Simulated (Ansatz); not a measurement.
InP (NiAs type, P6_3/mmc), a = 3.8551 Å, b = 3.8551 Å, c = 6.5524 Å, α = 90.00°, β = 90.00°, γ = 120.00°.

Relaxed with r²SCAN.

Tabulate the valence density and the electron localisation function along the shortest In–P contact (2.76 Å), plane-wave PAW r²SCAN (Ansatz code).



```
distance from In (Å)  density (e/Å³)   ELF
--------------------  --------------  ----
0.28                            8.49  0.00
0.41                            6.37  0.02
0.55                            4.26  0.09
0.69                            2.43  0.18
0.83                            1.12  0.23
0.97                            0.53  0.22
1.11                            0.37  0.21
1.24                            0.30  0.28
1.38                            0.31  0.48
1.52                            0.34  0.69
1.66                            0.42  0.80
1.80                            0.53  0.85
1.93                            0.65  0.86
2.07                            0.71  0.80
2.21                            0.65  0.58
2.35                            0.46  0.17
2.49                            0.24  0.01
```

The density is the valence pseudo-density with augmentation charge, so density and ELF within about 1 Å of a nucleus are not all-electron values.

The start of the workflow was typed in or built on a structure type; neither database checked (COD, Materials Project) lists it. It is not the phase usual at ambient conditions (space group No. 216). Symmetry was held in the r²SCAN relaxation; whether a distortion lowers the energy is not shown.

Potentials: the earlier of the program's two PAW sets.
